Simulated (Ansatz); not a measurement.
SnS₂:
```yaml
crystal:
  lattice:
    - [-2.89176, 2.89176, 4.97639]
    - [2.89176, -2.89176, 4.97639]
    - [2.89176, 2.89176, -4.97639]
  atoms:
    - { symbol: Sn, position: [0.75000, 0.25000, 0.50000] }
    - { symbol: Sn, position: [0.00000, 0.00000, 0.00000] }
    - { symbol: S, position: [0.87500, 0.86972, 0.49472] }
    - { symbol: S, position: [0.13028, 0.62500, 0.00528] }
    - { symbol: S, position: [0.37500, 0.38028, 0.50528] }
    - { symbol: S, position: [0.61972, 0.12500, 0.99472] }
```

x, y and z are the axes in which the lattice vectors are written.

Task: Give the proper piezoelectric stress tensor with relaxed ions from PBEsol (plane waves, PAW; program Ansatz).

Result: In C/m², rows x, y, z, Voigt columns; mesh uncertainty up to 0.01.
```
 0.00   0.00   0.00  -0.06   0.00   0.00
 0.00   0.00   0.00   0.00  -0.06   0.00
 0.00   0.00   0.00   0.00   0.00   0.21
```

The elastic tensor of the same run (GPa):

```csv
,1,2,3,4,5,6
1,22.6,0.6,16.5,0.0,0.0,0.0
2,0.6,22.6,16.5,0.0,0.0,0.0
3,16.5,16.5,28.5,0.0,0.0,0.0
4,0.0,0.0,0.0,14.4,0.0,0.0
5,0.0,0.0,0.0,0.0,14.4,0.0
6,0.0,0.0,0.0,0.0,0.0,6.3
```

Task: Convert to strain constants d = e·S.

Result: In pC/N:
```
 0.0   0.0   0.0  -3.9   0.0   0.0
 0.0   0.0   0.0   0.0  -3.9   0.0
 0.0   0.0   0.0   0.0   0.0  33.3
```

Space group I-42d. The workflow started from a Materials Project entry (that database holds measured and hypothetical structures alike); the Crystallography Open Database copy checked does not list it. It is not the phase usual at ambient conditions (space group No. 164). The cell was relaxed with PBEsol under the symmetry of its start; its stability against distortions is not shown here. Scalar-relativistic: spin–orbit coupling is off unless named, which matters more the heavier the elements.

Potentials: the later of the program's two PAW sets.
